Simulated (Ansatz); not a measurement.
SnO2:
```yaml
crystal:
  lattice:
    - [4.75966, 0.00000, 0.00000]
    - [0.00000, 4.76021, 0.00000]
    - [0.00000, 0.00000, 3.20077]
  atoms:
    - { symbol: Sn, position: [0.50000, 0.50000, 0.50000] }
    - { symbol: Sn, position: [0.00000, 0.00000, 0.00000] }
    - { symbol: O, position: [0.30579, 0.30602, 0.00000] }
    - { symbol: O, position: [0.69421, 0.69398, 0.00000] }
    - { symbol: O, position: [0.80579, 0.19398, 0.50000] }
    - { symbol: O, position: [0.19421, 0.80602, 0.50000] }
```

Relaxed with r²SCAN. Special points in fractions of this cell's reciprocal vectors: Γ (0.000, 0.000, 0.000); X (0.500, 0.000, 0.000); S (0.500, 0.500, 0.000); Y (0.000, 0.500, 0.000); Z (0.000, 0.000, 0.500); U (0.500, 0.000, 0.500); R (0.500, 0.500, 0.500); T (0.000, 0.500, 0.500).

List the band energies nearest the valence-band maximum at these points for the program Ansatz at the r²SCAN level (PAW).

In eV from the valence-band maximum; about four levels below and three above (degenerate sets whole), none deeper than 8.9 eV; points with the same levels are listed once.

| k | below | above |
|---|---|---|
| Γ | -1.20 -1.20 -0.77 -0.77 0.00 | 1.77 6.82 7.05 7.05 |
| X | -1.16 -1.16 -0.62 -0.62 | 4.99 4.99 7.81 7.81 |
| S | -1.28 -1.28 -0.92 -0.92 | 5.43 5.43 8.21 8.21 |
| Z | -1.66 -1.66 -1.26 -1.26 | 6.86 6.86 10.53 10.53 |
| U | -1.10 -1.10 -0.68 -0.68 | 7.13 7.13 8.84 8.84 |
| R | -0.95 -0.95 -0.85 -0.85 | 5.51 5.51 9.65 9.65 |

Space group P4_2/mnm (rutile). Symmetry was held in the r²SCAN relaxation. Point labels and valley counts follow the cell and symmetry of the run, lower than the named group. Scalar-relativistic: spin–orbit coupling is off unless named, which matters more the heavier the elements.

Potentials: the later of the program's two PAW sets.
